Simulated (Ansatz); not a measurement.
## Quadrupolar parameters in Ba3Al3N5

The cell is a computed structure from the Materials Project (it need not be an observed phase).

```
CELL_PARAMETERS angstrom
5.94966 0.00000 0.00000
-0.87415 7.58499 0.00000
-1.68642 -3.07229 8.15553
ATOMIC_POSITIONS crystal
Ba 0.81082 0.42706 0.60995
Ba 0.18918 0.57293 0.39005
Ba 0.66605 0.85701 0.88019
Ba 0.33395 0.14299 0.11981
Ba 0.66115 0.66076 0.21591
Ba 0.33885 0.33924 0.78409
Al 0.91622 0.31983 0.97725
Al 0.08378 0.68017 0.02275
Al 0.69796 0.97020 0.57983
Al 0.30203 0.02980 0.42017
Al 0.09886 0.89197 0.70756
Al 0.90114 0.10804 0.29244
N 0.93594 0.11145 0.78084
N 0.06406 0.88855 0.21916
N 0.82128 0.74445 0.54443
N 0.17872 0.25555 0.45557
N 0.78114 0.51596 0.92191
N 0.21886 0.48404 0.07809
N 0.36943 0.95203 0.61001
N 0.63057 0.04797 0.38999
N 0.18686 0.78211 0.86989
N 0.81314 0.21789 0.13011
```

Atom numbers follow the list; atoms alike are taken as one site, whose name carries the number of the first.

All values are calculated (Ansatz; DFT, PBE, plane waves and PAW, scalar-relativistic, 420 eV cutoff, Γ-centred 5×4×4 k-points, Fermi–Dirac smearing 0.02 eV), not measured.

Conventions: |V_zz| ≥ |V_yy| ≥ |V_xx|, η = (V_xx − V_yy)/V_zz, C_Q = eQV_zz/h. ν_Q = 3|C_Q|/[2I(2I − 1)].

¹³⁷Ba: I = 3/2, Q = 236.0 mb; 27Al: I = 5/2, Q = 146.6 mb; 14N: I = 1, Q = 20.44 mb. Q values from Pyykkö, Mol. Phys. 116, 1328 (2018).

```
site  atoms (order as listed)                                                                       first shell  C_Q (MHz)     η  ν_Q (MHz)
 Ba1                     1, 2  6 N at 2.66–3.32 Å; also 5 Al at 3.26–3.57 Å, 4 Ba at 3.47–3.69 Å, 1 N at 3.67 Å        126  0.71       62.9
 Ba3                     3, 4                 8 N at 2.82–3.38 Å; also 6 Al at 3.09–3.51 Å, 3 Ba at 3.58–3.75 Å       77.6  0.62       38.8
 Ba5                     5, 6                                                                5 N at 2.67–2.91 Å       -131  0.97       65.7
 Al7                     7, 8                                                                4 N at 1.93–1.98 Å      -5.38  0.35      0.807
 Al9                    9, 10                                                                4 N at 1.91–2.02 Å       7.04  0.88       1.06
Al11                   11, 12                                                                4 N at 1.91–2.04 Å      -5.84  0.76      0.875
 N13                   13, 14                                     3 Al at 1.95–2.02 Å; also 3 Ba at 2.79–3.32 Å      -1.19  0.63       1.79
 N15                   15, 16                          2 Al at 1.91–1.93 Å, angle 88°; also 4 Ba at 2.66–3.17 Å       1.01  0.35       1.52
 N17                   17, 18                          2 Al at 1.93–1.94 Å, angle 88°; also 4 Ba at 2.67–2.88 Å      0.973  0.34       1.46
 N19                   19, 20                                     3 Al at 1.95–2.04 Å; also 3 Ba at 2.86–3.03 Å      0.890  0.93       1.33
 N21                   21, 22                         2 Al at 1.91–1.93 Å, angle 146°; also 4 Ba at 2.82–3.23 Å     -0.785  0.40       1.18
```

Without spin–orbit coupling (the program notes it for Ba) the gradients are little affected as a rule: paired runs on crystals with a gap mostly move them by under 2 % at such atoms. Where η is near 1 the sign of V_zz means little.
